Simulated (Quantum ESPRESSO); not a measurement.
B4ON3, a curve over strain

Simulated, not a measurement. The program is pw.x of Quantum ESPRESSO 7.5 (plane-wave density functional theory). The cell is made up: 8 atoms on a wurtzite lattice, with randomly drawn elements, strain and displacements, not relaxed. PseudoDojo standard norm-conserving files (v0.5 for PBE, v0.4.1 for LDA and PBEsol) set the functional; there is no spin polarisation, spin-orbit coupling or dispersion term, and the masses in the input are unused placeholders. A spin-polarised start on this cell or one of its family kept no moment.

Seven runs add a strain to one cell (the same along x and y); the atoms follow the cell and are not relaxed. Stress in the table is positive in tension.

Input of the run at -0.0002:

```
&control calculation='scf', pseudo_dir='./dojo.nc.sr.pbe.v0_5.standard.upf', outdir='./o', disk_io='low', tprnfor=.true., tstress=.true. /
&system ibrav=0, nat=8, ntyp=3, nbnd=27, ecutwfc=84.00895049, nosym=.true., tot_charge=0,
 occupations='smearing', smearing='fd', degauss=0.0073498644
/
&electrons conv_thr=7.350e-09, electron_maxstep=60, /
ATOMIC_SPECIES
B 1.0 B.upf
N 1.0 N.upf
O 1.0 O.upf
CELL_PARAMETERS angstrom
2.654 0.0168 0.0073
0.0291 4.575 -0.0442
0.0119 -0.0417 4.3567
ATOMIC_POSITIONS angstrom
B -0.0341 0.0539 0.0019
B 1.2849 2.3433 -0.0521
B 1.3589 0.7188 2.1864
B 0.0601 3.0274 2.1475
O -0.0265 0.0317 1.6153
N 1.3416 2.3116 1.6105
N 1.3382 0.7086 3.7864
N 0.0299 3.0532 3.7277
K_POINTS automatic
9 6 6 1 1 1
```

| added strain | free energy less that of the input shown (eV) | stress xx (GPa) | stress yy (GPa) | stress zz (GPa) | stress xy (GPa) | pressure (GPa) | iterations |
| --- | --- | --- | --- | --- | --- | --- | --- |
| -0.0188 | -0.1293 | -1.98 | 10.27 | 14.16 | 4.57 | -7.48 | 10 |
| -0.0145 | -0.1133 | 1.44 | 13.09 | 15.05 | 4.24 | -9.86 | 10 |
| -0.0049 | -0.0471 | 8.66 | 18.87 | 16.95 | 3.52 | -14.83 | 10 |
| -0.0002 | 0.0000 | 11.96 | 21.44 | 17.83 | 3.19 | -17.08 | 10 |
| +0.0069 | 0.0882 | 16.66 | 25.02 | 19.09 | 2.71 | -20.26 | 10 |
| +0.0155 | 0.2212 | 21.88 | 28.85 | 20.51 | 2.16 | -23.74 | 10 |
| +0.0184 | 0.2720 | 23.53 | 30.02 | 20.96 | 1.98 | -24.84 | 10 |

A cubic fit gives a slope of stress xx against the added strain of 685 GPa at zero added strain, with the atoms clamped. Across the table the free energy follows the integral of the stress to within 0.6 meV. A rerun of one of the cells at 1437 eV and a 11 x 8 x 8 mesh moved values by no more than 0.003 eV in energy, 0.18 GPa in stress and 0.019 eV/Å in force.